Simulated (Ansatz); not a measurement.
W$_{2}$N:
```xyz
3
Lattice="2.9576 0.0000 0.0000 0.0000 2.9576 0.0000 0.0000 0.0000 4.1506" Properties=species:S:1:pos:R:3 pbc="T T T"
W      0.0000     0.0000     0.0000
W      1.4788     1.4788     2.0753
N      1.4788     1.4788     0.0000
```

Relaxed with PBEsol. Special points in fractions of this cell's reciprocal vectors: Γ (0.000, 0.000, 0.000); X (0.000, 0.500, 0.000); M (0.500, 0.500, 0.000); Z (0.000, 0.000, 0.500); R (0.000, 0.500, 0.500); A (0.500, 0.500, 0.500).

**Question.** List the band energies nearest the Fermi level at these points for PBEsol with spin–orbit coupling in the plane-wave PAW code Ansatz.

**Answer.** In eV from the Fermi level; about four levels below and three above (degenerate sets whole), none deeper than 8.9 eV; points with the same levels are listed once.

| k | below | above |
|---|---|---|
| Γ | -1.59 -1.59 -0.02 -0.02 | 0.53 0.53 3.12 3.12 |
| X | -3.25 -3.25 -3.21 -3.21 | 0.15 0.15 0.60 0.60 |
| M | -5.49 -5.49 -4.70 -4.70 | 2.12 2.12 2.92 2.92 |
| Z | -0.21 -0.21 -0.05 -0.05 | 0.45 0.45 2.16 2.16 |
| R | -1.61 -1.61 -0.61 -0.61 | 1.56 1.56 2.34 2.34 |
| A | -3.60 -3.60 -3.42 -3.42 | 0.28 0.28 0.43 0.43 |

Space group P4/mmm. A made-up cell: these elements were put on the sites of a structure type; neither database checked (COD, Materials Project) lists it. Whether it is the stable phase at ambient conditions was not checked. Symmetry was held in the PBEsol relaxation; its stability against distortions is not shown here. No spin polarisation was allowed. With an odd number of electrons in the cell and no spin polarisation, the count alone makes it a metal.

Potentials: the earlier of the program's two PAW sets. The files were generated under PBE; for other functionals the program regenerates the frozen cores, and for LDA and PBEsol the local potential too.
